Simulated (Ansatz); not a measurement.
LaF:
```
CELL_PARAMETERS angstrom
      4.28994     0.00000     0.00000
     -2.14497     3.71520     0.00000
      0.00000     0.00000     5.29365
ATOMIC_POSITIONS crystal
  La 0.33333 0.66667 0.25000
  La 0.66667 0.33333 0.75000
  F  0.33333 0.66667 0.75000
  F  0.66667 0.33333 0.25000
```

Relaxed with PBEsol. Special points in fractions of this cell's reciprocal vectors: Γ (0.000, 0.000, 0.000); M (0.500, 0.000, 0.000); K (0.333, 0.333, 0.000); A (0.000, 0.000, 0.500); L (0.500, 0.000, 0.500); H (0.333, 0.333, 0.500).

Question: List the band energies nearest the Fermi level at these points for the program Ansatz at the PBEsol with spin–orbit coupling level (PAW).

Answer: In eV from the Fermi level; about four levels below and three above (degenerate sets whole), none deeper than 8.9 eV; points with the same levels are listed once.

```json
[
 {"k": "Γ", "below": "-7.45 -7.45 -1.68 -1.68", "above": "0.00 0.00 0.03 0.03"},
 {"k": "M", "below": "-0.66 -0.66 -0.65 -0.65", "above": "0.95 0.95 1.28 1.28"},
 {"k": "K", "below": "-1.80 -1.80 -0.91 -0.91", "above": "1.15 1.15 1.17 1.17"},
 {"k": "A", "below": "-0.19 -0.19 -0.19 -0.19", "above": "0.92 0.92 0.92 0.92"},
 {"k": "L", "below": "-0.50 -0.50 -0.50 -0.50", "above": "0.82 0.82 0.82 0.82"},
 {"k": "H", "below": "-0.64 -0.64 -0.57 -0.57", "above": "0.83 0.83 0.85 0.85"}
]
```

Space group P6_3/mmc. The workflow started from a Materials Project entry (that database holds measured and hypothetical structures alike); the Crystallography Open Database copy checked does not list it. Whether it is the stable phase at ambient conditions was not checked. The PBEsol relaxation kept the symmetry of its start; whether a distortion lowers the energy is not shown.

Potentials: the later of the program's two PAW sets.
